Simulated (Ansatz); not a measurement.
SiGe (Pmma), relaxed with PBE (Ansatz, an electronic-structure program, plane waves, PAW): a = 3.9655 Å, b = 3.9623 Å, c = 11.2049 Å, α = β = γ = 90.00°.

* **gap (eV)**: 0.37
* **ΔH_f (eV/atom)**: 0.02
* **B₀ by P(V) fit (GPa)**: 73.9
* **electron conductivity mass (mₑ)**: 0.29

The same phase is relaxed and computed with PBEsol in the same code. What are the cell and these values now?

a = 3.925 Å, b = 3.922 Å, c = 11.082 Å, α = β = γ = 90.00°.

- gap (eV): 0.25
- ΔH_f (eV/atom): 0.01
- B₀ by P(V) fit (GPa): 80.9
- electron conductivity mass (mₑ): 0.28

Typed or built starts, not in the databases checked: SiGe, Pmma (Si on 2e, Si on 2f, Ge on 2e, Ge on 2f). All cells were relaxed under the symmetry of their starts (and spin orders); stability against distortions was not tested throughout. Scalar-relativistic: spin–orbit coupling is off unless named, which matters more the heavier the elements.

Potentials: the later of the program's two PAW sets.

Ansatz is a plane-wave DFT program.

Formation energies count from the lowest solids of the elements computed at the same level, not from gases.
